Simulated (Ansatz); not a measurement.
Cs$_{2}$Pd$_{3}$Se$_{4}$:
```
Cs2Pd3Se4
1.0
    0.00000     5.57972     7.28120
    3.27672     0.00000     7.28120
    3.27672     5.57972     0.00000
Cs Pd Se
2 3 4
Direct
  0.65449   0.65449   0.34551
  0.34551   0.34551   0.65449
  0.00000   0.00000   0.00000
  0.50000   0.50000   0.00000
  0.00000   0.00000   0.50000
  0.72135   0.05688   0.94312
  0.27865   0.94312   0.05688
  0.05688   0.72135   0.27865
  0.94312   0.27865   0.72135
```

Relaxed with r²SCAN. Special points in fractions of this cell's reciprocal vectors: Γ (0.000, 0.000, 0.000); Y (0.500, 0.000, 0.500); T (1.000, 0.500, 0.500); Z (0.500, 0.500, 0.000); Σ0 (0.000, 0.387, 0.387); U0 (1.000, 0.613, 0.613); C0 (0.500, 0.214, 0.714); A0 (0.500, 0.786, 0.286); L (0.500, 0.500, 0.500).

Problem. List the band energies nearest the valence-band maximum at these points for the program Ansatz at the r²SCAN level (PAW).

Solution. In eV from the valence-band maximum; about four levels below and three above (degenerate sets whole), none deeper than 8.9 eV; points with the same levels are listed once.

```
k                     below           above
--  -----------------------  --------------
Γ   -1.03 -0.83 -0.31 -0.31  1.85 1.87 2.68
Y   -0.94 -0.62 -0.25 -0.23  1.57 1.83 1.98
T   -0.76 -0.63 -0.29 -0.03  1.40 1.72 1.76
Z   -1.39 -1.03 -0.39 -0.28  1.90 1.91 2.94
Σ0  -0.74 -0.57 -0.28 -0.01  1.43 1.74 1.77
C0  -0.91 -0.53 -0.41 -0.09  1.39 1.74 2.30
L   -0.90 -0.52 -0.30 -0.21  1.51 1.58 1.86
```

Space group Fmmm. The first step of the workflow began from a Materials Project structure, measured or hypothetical; the Crystallography Open Database copy checked does not list it. Whether it is the stable phase at ambient conditions was not checked. The cell was relaxed with r²SCAN under the symmetry of its start; whether a distortion lowers the energy is not shown. The run is not spin-polarised. Spin–orbit coupling is left out wherever it is not named.

Potentials: the later of the program's two PAW sets.
